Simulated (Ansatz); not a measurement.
## Ca₇Mg₂N₆: a ladder of calculations

Cell of run 1: a Materials Project structure (computed, not necessarily an observed phase).

Space group C2/m (No. 12); a = 6.1423, b = 12.6604, c = 6.4233 Å, β = 94.58°.

| site | Wyckoff | site symmetry | x | y | z |
| --- | --- | --- | --- | --- | --- |
| Ca1 | 2b | 2/m | 0.5000 | 0.0000 | 0.0000 |
| Ca2 | 4h | 2 | 0.5000 | 0.1225 | 0.5000 |
| Ca4 | 8j | 1 | 0.6502 | 0.6725 | 0.8251 |
| Mg | 4i | m | 0.8790 | 0.0000 | 0.6731 |
| N10 | 8j | 1 | 0.7601 | 0.8551 | 0.8037 |
| N14 | 4i | m | 0.7555 | 0.0000 | 0.3408 |

One atom of each set is listed; the run and its k-mesh use a cell of 15 atoms with edges of 7.04, 7.04, 6.42 Å.

Relaxed positions (PBE, cell held):

Ca1 (0.5000, 0.0000, 0.0000)
Ca2 (0.5000, 0.1223, 0.5000)
Ca4 (0.6500, 0.6726, 0.8253)
Mg (0.8788, 0.0000, 0.6730)
N10 (0.7600, 0.8549, 0.8035)
N14 (0.7554, 0.0000, 0.3404)

All runs are DFT with Ansatz 0.2.0 (plane waves and PAW, scalar-relativistic unless spin–orbit coupling is named, Γ-centred meshes, Fermi–Dirac smearing where given) in this cell.

Run 1: PBE, atoms as given; 420 eV, 5×5×5 k-points, smearing 0.02 eV.
Run 2: PBE, atoms relaxed; 420 eV, 5×5×5 k-points, smearing 0.02 eV.
Run 3: r2SCAN, at the relaxed atoms; 500 eV, 5×5×5 k-points, smearing 0.02 eV.
Run 4: PBEsol, at the relaxed atoms; 420 eV, 5×5×5 k-points, smearing 0.02 eV.

```json
{"run": "1", "Ca2 V_zz (η)": "-7.59 (0.50)", "Ca4 V_zz (η)": "-3.88 (0.37)", "N10 V_zz (η)": "2.43 (0.75)"}
{"run": "2", "Ca2 V_zz (η)": "-7.59 (0.50)", "Ca4 V_zz (η)": "-3.88 (0.37)", "N10 V_zz (η)": "2.42 (0.75)"}
{"run": "3", "Ca2 V_zz (η)": "?", "Ca4 V_zz (η)": "?", "N10 V_zz (η)": "?"}
{"run": "4", "Ca2 V_zz (η)": "-7.48 (0.50)", "Ca4 V_zz (η)": "-3.80 (0.38)", "N10 V_zz (η)": "2.40 (0.74)"}
```

V_zz in 10²¹ V/m²; 3 of the 6 sets of like atoms are followed.

Q: Estimate the row of run 3.

A: Ca2: -7.87 (0.50); Ca4: -4.10 (0.37); N10: 2.65 (0.73). It lies nearest to run 2, from whose tensors on these sites it differs by 0.28 at most (largest principal value of the difference, on Ca2). Taken one at a time, the functional (between the two that differ most) moves the tensors on these sites by up to 0.40 (largest principal value of the change, on Ca2), the positions of the atoms (as given or relaxed) by 0.02 (Ca4).
